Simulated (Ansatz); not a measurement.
## Profile along the As–B line in BAs (zinc blende)

BAs (zinc blende)

```
CELL_PARAMETERS angstrom
      0.00000     2.40468     2.40468
      2.40468     0.00000     2.40468
      2.40468     2.40468     0.00000
ATOMIC_POSITIONS crystal
  As 0.75000 0.75000 0.75000
  B  0.00000 0.00000 0.00000
```

Fields along a shortest As–B line of a {110} plane (2.08 Å), from As to B, interpolated on the slice's grid (step about 0.1 Å). These are PBE (plane waves to 420 eV, PAW, scalar-relativistic; Ansatz, a first-principles code) values and carry that method's errors. k mesh 12×12×12. Near the nuclei the fields are pseudised (PAW); where an atom keeps semicore shells as valence, they peak there. BAs was relaxed with its symmetry unable to fall. The PAW data are Ansatz's earlier set.

| distance from As (Å) | valence electron density (e/Å³) | electron localisation function | density of the highest valence band (e/Å³) | density of the lowest conduction band (e/Å³) |
|---|---|---|---|---|
| 0.00 | 44.09 | x | 0.004 | 0.063 |
| 0.21 | 31.72 | x | 0.016 | 0.074 |
| 0.42 | 10.35 | 0.18 | 0.065 | 0.094 |
| 0.62 | 2.07 | 0.53 | 0.139 | 0.079 |
| 0.83 | 0.90 | 0.76 | 0.191 | 0.046 |
| 1.04 | 0.77 | 0.87 | 0.205 | 0.039 |
| 1.25 | 0.73 | 0.91 | 0.210 | 0.074 |
| 1.46 | 0.77 | 0.82 | 0.227 | 0.143 |
| 1.66 | 0.74 | 0.37 | 0.205 | 0.185 |
| 1.87 | 0.50 | x | 0.089 | 0.128 |
| 2.08 | 0.32 | x | 0.003 | 0.064 |

x: too close to a nucleus for the ELF to mean much. Band densities are of whole bands, smooth part only.

Density on the As–B line (2.08 Å) at its density minimum, 1.2 Å from As: 0.73 e/Å³. ELF at that point: 0.9. ELF maximum in the middle third of the As–B line: 0.91, 1.2 Å from As.
